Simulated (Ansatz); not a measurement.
## Zone-centre phonons of AgO: input and output

All numbers below come from DFT LDA, scalar-relativistic, plane waves, PAW (Ansatz 0.2.0).

Launched with:
```bash
ansatz run input.yaml --threads 1 --pin off --max-ram 3072MiB --backend cpu --events-out ev --progress --plain --runs-dir out
```

Input (bare energies are in eV):
```yaml
crystal:
  lattice:
    - [0.0, 2.4440476099, 2.4440476099]
    - [2.4440476099, 0.0, 2.4440476099]
    - [2.4440476099, 2.4440476099, 0.0]
  atoms:
    - { symbol: Ag, position: [0.0, 0.0, 0.0] }
    - { symbol: O, position: [0.75, 0.75, 0.75] }
basis:
  ecutwfc: 420
kpoints:
  mp_grid: { grid: [16, 16, 16] }
hamiltonian:
  xc: lda
scf:
  occupations: { method: fermi_dirac, width: 0.15 }
output:
  eigenvalues: true
phonons:
  method: dfpt
  eigenvectors: true
```

Results section of the output:
```
--- Phonons (Γ-DFPT): 2 representative perturbations + reference, on 349 of 4096 k-points (Σ response iterations 7) ---
  k mesh reduced under 8 symmetry operations, with k and −k counted as one. Each operation leaves every solved displacement unchanged or reverses it
  ASR residual: 5.178e-5 → 0.000e0 eV/Å²; symmetrization residual: 1.641e-7 eV/Å²
  ASR residual per site (eV/Å²): 8.34e-6 5.18e-5
  Γ frequencies (cm⁻¹): 0.00 0.00 0.00 254.64 254.64 254.64
  non-analytic LO–TO correction: not included (Born effective charges unavailable; polar crystals: no LO–TO splitting at Γ)
```

The run took 53 s on 1 thread of Arm Neoverse V1, on a shared host, peak memory 0.68 GiB.

In a metal, frequencies and elastic constants depend on the k mesh and the smearing, soft modes and shear constants most. Spin polarisation was left out, and a magnetic state may lie lower.